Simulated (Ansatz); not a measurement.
A geometry of Be away from equilibrium: step 2 of the relaxation of a relaxed Be cell displaced along its unstable phonon at q = (½, ½, 0) of its primitive reciprocal cell (657i cm⁻¹), largest move 0.15 Å. All values below come from r2SCAN (plane waves to 500 eV, PAW, scalar-relativistic; Ansatz, a program for electronic structure). Γ-centred k-mesh 15×15×15 on the run's cell (coarser than for final values), Fermi–Dirac smearing 0.05 eV. The plane waves were selected for a different cell earlier on the path.

```xyz
2
Lattice="4.2571 0.0000 0.0000 2.1285 2.1285 0.0000 0.0000 0.0000 2.1861" Properties=species:S:1:pos:R:3 pbc="T T T"
Be     0.0000     0.0000     0.3487
Be     2.1285     0.0000    -0.3487
```

### Question
Give the Cartesian forces on all atoms (eV/Å).

### Answer
```
atom    Fx    Fy     Fz
----  ----  ----  -----
Be1   0.00  0.00   1.63
Be2   0.00  0.00  -1.63
```

The path ends in Im-3m (No. 229) (bcc (W type)). No spin polarisation in the result.

The run could not lose the symmetry of its start: the end is stationary, and may be a saddle point rather than a minimum.

The end of the path is a generated cell of Be: the first start was made by placing the elements on the sites of a structure type, and the end was not matched to a known phase here, so it may be hypothetical. Known forms of Be include space group No. 194.
